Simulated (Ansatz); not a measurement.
6 guesses for Ge5P and where they end

Theory: DFT PBE, scalar-relativistic, plane waves, PAW (Ansatz). All cells share a 420 eV cutoff and Γ-centred k meshes spaced at most about 0.3 Å⁻¹ (about 0.25 or finer for metals, 2π included). No spin polarisation in the final relaxations.

Each guess was relaxed in cell and atoms at zero pressure, within the symmetry of its start. All energies are static (0 K, no zero-point motion). Coordination counts Ge atoms around P (those within 1.25 times the shortest such distance or 1.15 times the sum of covalent radii, 1.27 where that leaves under three; a plus sign parts nearer from farther groups; the shortest distance is added where it exceeds 1.18 times the sum of covalent radii).

```csv
guess,made from,start group,V start (Å³/atom),end group,V end (Å³/atom),coordination at the end,gap on mesh (eV),E over the lowest end (meV/atom)
1,Sr5Mg type,P-62m,25.9,P-62m,18.6,P 12 from 3.0 Å,0,113
2,random cell,I4/mmm,21.8,?,?,?,?,?
3,TbCo5 type,P6/mmm,20.9,P6/mmm,20.5,P 6+12 from 3.0 Å,0,311
4,ZrNi5 type,F-43m,21.2,F-43m,19.6,P 16 from 3.2 Å,0,301
5,Ca5Mg type,P-6m2,25.9,P-6m2,20.2,P 6,0,0
6,random cell,F-43m,21.7,F-43m,31.5,P 4,0,626
```

Guess 2 as it starts:

```yaml
crystal:
  lattice:
    - [-3.09609, 3.09609, 3.40699]
    - [3.09609, -3.09609, 3.40699]
    - [3.09609, 3.09609, -3.40699]
  atoms:
    - { symbol: Ge, position: [0.73652, 0.73652, 0.47304] }
    - { symbol: Ge, position: [0.26348, 0.26348, 0.52696] }
    - { symbol: Ge, position: [0.73652, 0.26348, 0.00000] }
    - { symbol: Ge, position: [0.26348, 0.73652, 0.00000] }
    - { symbol: Ge, position: [0.50000, 0.50000, 0.00000] }
    - { symbol: P, position: [0.00000, 0.00000, 0.00000] }
```

Task: Predict the end of this guess and its energy over the lowest end.

Result: It ends in space group I4/mmm (No. 139), with a = 7.306 Å, c = 5.201 Å, 23.1 Å³/atom and no gap; its coordination is P 6. It lies 199 meV/atom over the lowest end, above guess 1 and below guess 4. Counting Ge atoms around P, this end and the lowest (guess 5) both have P 6. This end holds Ge–Ge bonds in all directions (shortest 2.60 Å); the lowest (guess 5) holds Ge–Ge nets (shortest 2.63 Å).

```cif
data_structure
_symmetry_space_group_name_H-M 'I4/mmm'
_symmetry_Int_Tables_number 139
_cell_length_a 7.3060
_cell_length_b 7.3060
_cell_length_c 5.2011
_cell_angle_alpha 90.000
_cell_angle_beta 90.000
_cell_angle_gamma 90.000
_cell_volume 277.62
loop_
_atom_site_label
_atom_site_type_symbol
_atom_site_symmetry_multiplicity
_atom_site_Wyckoff_symbol
_atom_site_fract_x
_atom_site_fract_y
_atom_site_fract_z
_atom_site_occupancy
Ge1 Ge 8 h 0.75669 0.75669 0.00000 1
Ge2 Ge 2 b 0.00000 0.00000 0.50000 1
P1 P 2 a 0.00000 0.00000 0.00000 1
```

Energies over the elements count from the elements' standard structures at the same level, with no fitted energy shifts. The references include black phosphorus.

Task: Is the lowest end bound against the elements?

Result: No: its formation energy is +0.27 eV/atom. The separate elements lie lower, so it is unstable against them.

For metals, differences of a few meV/atom aren't resolved. A magnetic state wasn't ruled out in cells without spin, among them P-6m2, P-62m, I4/mmm, F-43m at 19.6 Å³/atom, P6/mmm and others. The reference form of P is held partly by dispersion forces, which this level lacks. Cells relaxed within their symmetry can be saddle points. A lower structure may well exist outside this small set. Some structure types and database cells were kept out of the candidates from the start, so a known form may be missing.
